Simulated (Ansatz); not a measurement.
Level of theory: DFT PBE, scalar-relativistic, plane waves, PAW in Ansatz 0.2.0. Settings: cutoff 420 eV, Γ-centred meshes spaced at most about 0.3 Å⁻¹, and about 0.25 Å⁻¹ or finer for metals (2π included), Gaussian smearing. No spin polarisation in the final relaxations.

All energies are static (0 K, no zero-point motion). All come from trial cells, and lower structures may exist.

Question: Order these relaxed structures of Ge2P by energy, lowest first, with the energy over the lowest of them.
A. Space group Fm-3m (No. 225), cubic, a = 6.262 Å. Around Ge lie 4 P at 2.71 Å and 6 Ge at 3.13 Å; P has 8 Ge at 2.71 Å.
B. Space group P6_3/mmc (No. 194), hexagonal, a = 3.516 Å, c = 11.997 Å. Around Ge lie 3 P at 2.56 Å, 1 Ge at 2.89 Å and 1 Ge at 3.11 Å; around P lie 6 Ge at 2.56 Å.
C. Space group P6/mmm (No. 191), hexagonal, a = 4.889 Å, c = 2.609 Å. Ge has 2 Ge at 2.61 Å, 3 P at 2.82 Å and 3 Ge at 2.82 Å; around P lie 2 P at 2.61 Å and 6 Ge at 2.82 Å.
D. Space group P6_3/mmc (No. 194), hexagonal, a = 3.578 Å, c = 10.259 Å. Ge has 3 P at 2.60 Å, 3 Ge at 2.86 Å and 1 Ge at 3.15 Å; around P lie 6 Ge at 2.60 Å.

Answer: D (0 meV/atom), B (86 meV/atom), C (111 meV/atom), A (228 meV/atom). Forms: D P6_3/mmc; B P6_3/mmc; C P6/mmm; A anti-fluorite type, Fm-3m. Counting P atoms around Ge (those within 1.25 times the shortest such distance or 1.15 times the sum of covalent radii, 1.27 where that leaves under three; the shortest distance is added where it exceeds 1.18 times the sum of covalent radii): D has Ge 3; B has Ge 3; C has Ge 3 from 2.8 Å; A has Ge 4 from 2.7 Å. C holds Ge–Ge chains (shortest 2.61 Å) (bonds between like non-metal atoms; other contacts aren't counted). Even the lowest lies +0.20 eV/atom against the elements.

In P6/mmm, Fm-3m an odd number of electrons in the primitive cell allows no gap without spin; a larger cell or a magnetic state could open one. A magnetic state wasn't ruled out in cells without spin, among them P6/mmm, Fm-3m. Cells relaxed within their symmetry can be saddle points. Some structure types and database cells were kept out of the candidates from the start, so a known form may be missing.
